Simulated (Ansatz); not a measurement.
# S-33 NMR of the central transition in Bi2S3

Cell: a structure deposited in the COD, its atoms then relaxed with PBE in this cell.

Space group Pnma (No. 62); a = 11.3160, b = 3.9709, c = 11.1780 Å.

| site | Wyckoff | site symmetry | x | y | z |
| --- | --- | --- | --- | --- | --- |
| Bi1 | 4c | .m. | 0.4878 | 0.2500 | 0.3250 |
| Bi5 | 4c | .m. | 0.3377 | 0.7500 | 0.0320 |
| S9 | 4c | .m. | 0.2838 | 0.2500 | 0.1928 |
| S13 | 4c | .m. | 0.5496 | 0.7500 | 0.1292 |
| S17 | 4c | .m. | 0.3775 | 0.7500 | 0.4441 |

One atom of each set is listed.

All values are calculated (Ansatz; DFT, r2SCAN, plane waves and PAW, scalar-relativistic, 500 eV cutoff, Γ-centred 3×7×3 k-points, Fermi–Dirac smearing 0.02 eV), not measured.

S-33 has I = 3/2 and Q = -69.40 mb (Pyykkö 2018); at 35.2 T its Larmor frequency is ν₀ = 115.2 MHz. Only the quadrupole interaction is simulated: positions count from each site's isotropic chemical shift, and shift anisotropy, dipolar and J coupling are left out.

Q: Give C_Q, η, the quadrupolar product P_Q = |C_Q|(1 + η²/3)^½, the second-order isotropic shift and the breadth of the pattern (static powder) for each S site.

A: 

```tsv
site	first shell	C_Q (MHz)	η	P_Q (MHz)	δ_QIS (ppm)	breadth (kHz)
S9	3 Bi at 2.74–2.75 Å	4.50	0.20	4.53	-38.7	26.9
S13	5 Bi at 2.63–3.04 Å	-7.37	0.93	8.36	-132	114
S17	5 Bi at 2.70–3.29 Å	14.8	0.13	14.8	-413	274
```

δ_QIS = −(ν_Q²/30ν₀²)[I(I+1) − 3/4](1 + η²/3) × 10⁶ ppm with ν_Q = 3|C_Q|/[2I(2I−1)]; it falls as 1/B₀² in ppm, and the breadth as 1/B₀ in kHz.

At S9 V_zz stands upright on the plane through its three neighbours (within 3°).

Without spin–orbit coupling the gradients at and beside Bi can be off by some per cent, at some sites by more.
